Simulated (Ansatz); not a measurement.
Zn$_{3}$P$_{4}$W:
```yaml
crystal:
  lattice:
    - [7.70089, 0.00000, 0.00000]
    - [0.00000, 6.66387, 0.00000]
    - [0.00000, 0.00000, 6.36504]
  atoms:
    - { symbol: Zn, position: [0.25143, 0.83000, 0.73484] }
    - { symbol: Zn, position: [0.24857, 0.17000, 0.23484] }
    - { symbol: Zn, position: [0.74857, 0.83000, 0.73484] }
    - { symbol: Zn, position: [0.75143, 0.17000, 0.23484] }
    - { symbol: Zn, position: [0.00000, 0.34140, 0.73149] }
    - { symbol: Zn, position: [0.50000, 0.65860, 0.23149] }
    - { symbol: W, position: [0.00000, 0.67107, 0.22663] }
    - { symbol: W, position: [0.50000, 0.32893, 0.72663] }
    - { symbol: P, position: [0.75366, 0.83227, 0.10939] }
    - { symbol: P, position: [0.74634, 0.16773, 0.60939] }
    - { symbol: P, position: [0.24634, 0.83227, 0.10939] }
    - { symbol: P, position: [0.25366, 0.16773, 0.60939] }
    - { symbol: P, position: [0.00000, 0.34691, 0.10739] }
    - { symbol: P, position: [0.50000, 0.65309, 0.60739] }
    - { symbol: P, position: [0.00000, 0.67368, 0.58528] }
    - { symbol: P, position: [0.50000, 0.32632, 0.08528] }
```

Relaxed with r²SCAN (plane waves, PAW; program Ansatz). Indices refer to the conventional cell of Pmn2_1, a = 7.701 Å, b = 6.664 Å, c = 6.365 Å, α = 90.00°, β = 90.00°, γ = 90.00°.

Question: Simulate the powder diffraction pattern (Cu Kα, λ = 1.54184 Å; lines above 1 %) up to 2θ = 90°.

Answer: Simulated powder pattern, Cu Kα, λ = 1.54184 Å (kinematic, ideal powder, no thermal factors, no anomalous dispersion; the 30 strongest lines at most, above 1 %, up to 2θ = 90°):

```json
[
 {"2θ (°)": "13.29", "d (Å)": "6.664", "I/Imax (%)": "7.0", "hkl": "(010)"},
 {"2θ (°)": "17.60", "d (Å)": "5.039", "I/Imax (%)": "24", "hkl": "(110)"},
 {"2θ (°)": "18.08", "d (Å)": "4.906", "I/Imax (%)": "29", "hkl": "(101)"},
 {"2θ (°)": "19.28", "d (Å)": "4.603", "I/Imax (%)": "18", "hkl": "(011)"},
 {"2θ (°)": "23.10", "d (Å)": "3.850", "I/Imax (%)": "7.4", "hkl": "(200)"},
 {"2θ (°)": "26.74", "d (Å)": "3.334", "I/Imax (%)": "58", "hkl": "(210)"},
 {"2θ (°)": "26.76", "d (Å)": "3.332", "I/Imax (%)": "31", "hkl": "(020)"},
 {"2θ (°)": "28.04", "d (Å)": "3.183", "I/Imax (%)": "65", "hkl": "(002)"},
 {"2θ (°)": "30.26", "d (Å)": "2.953", "I/Imax (%)": "100", "hkl": "(211)"},
 {"2θ (°)": "30.28", "d (Å)": "2.952", "I/Imax (%)": "47", "hkl": "(021)"},
 {"2θ (°)": "33.30", "d (Å)": "2.691", "I/Imax (%)": "8.5", "hkl": "(112)"},
 {"2θ (°)": "38.43", "d (Å)": "2.343", "I/Imax (%)": "6.8", "hkl": "(221)"},
 {"2θ (°)": "39.13", "d (Å)": "2.302", "I/Imax (%)": "26", "hkl": "(212)"},
 {"2θ (°)": "39.14", "d (Å)": "2.301", "I/Imax (%)": "14", "hkl": "(022)"},
 {"2θ (°)": "47.21", "d (Å)": "1.925", "I/Imax (%)": "24", "hkl": "(400)"},
 {"2θ (°)": "47.24", "d (Å)": "1.924", "I/Imax (%)": "48", "hkl": "(230)"},
 {"2θ (°)": "51.02", "d (Å)": "1.790", "I/Imax (%)": "52", "hkl": "(213)"},
 {"2θ (°)": "51.03", "d (Å)": "1.790", "I/Imax (%)": "25", "hkl": "(023)"},
 {"2θ (°)": "55.09", "d (Å)": "1.667", "I/Imax (%)": "8.0", "hkl": "(420)"},
 {"2θ (°)": "55.81", "d (Å)": "1.647", "I/Imax (%)": "19", "hkl": "(402)"},
 {"2θ (°)": "55.84", "d (Å)": "1.647", "I/Imax (%)": "37", "hkl": "(232)"},
 {"2θ (°)": "57.12", "d (Å)": "1.613", "I/Imax (%)": "16", "hkl": "(421)"},
 {"2θ (°)": "57.15", "d (Å)": "1.612", "I/Imax (%)": "8.8", "hkl": "(041)"},
 {"2θ (°)": "62.94", "d (Å)": "1.477", "I/Imax (%)": "6.8", "hkl": "(422)"},
 {"2θ (°)": "72.05", "d (Å)": "1.311", "I/Imax (%)": "18", "hkl": "(423)"},
 {"2θ (°)": "72.08", "d (Å)": "1.310", "I/Imax (%)": "9.2", "hkl": "(043)"},
 {"2θ (°)": "77.15", "d (Å)": "1.236", "I/Imax (%)": "6.8", "hkl": "(611)"},
 {"2θ (°)": "77.19", "d (Å)": "1.236", "I/Imax (%)": "7.1", "hkl": "(441)"},
 {"2θ (°)": "80.82", "d (Å)": "1.189", "I/Imax (%)": "13", "hkl": "(215)"},
 {"2θ (°)": "87.85", "d (Å)": "1.111", "I/Imax (%)": "8.0", "hkl": "(630)"}
]
```

The start of the workflow was typed in or built on a structure type; neither database checked (COD, Materials Project) lists it. Its standing as an ambient phase is unchecked. Symmetry was held in the r²SCAN relaxation; whether a distortion lowers the energy is not shown. No spin polarisation was allowed. Spin–orbit coupling is left out wherever it is not named.

Potentials: the later of the program's two PAW sets.
